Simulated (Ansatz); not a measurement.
C in space group P6_3/mmc (No. 194; C on 4e, C on 4f) is relaxed with PBEsol (plane waves, PAW; program Ansatz). What lattice parameters of the conventional cell result?

a = 2.505 Å, c = 8.265 Å.

Give the free coordinates with the occupied sites.

In one choice of origin and axes:

```csv
atom,site,symmetry,x,y,z
C,4e,3m.,0.0000,0.0000,0.0930
C,4f,3m.,0.3333,0.6667,0.1555
```

Is it a metal or does it have a gap at this level?

A gap of 4.44 eV, indirect.

The workflow started from a Materials Project entry (that database holds measured and hypothetical structures alike). Its sites differ from those of the usual phase in this space group: another stacking or structure type. Symmetry was held in the PBEsol relaxation; its stability against distortions is not shown here.

Potentials: the later of the program's two PAW sets.
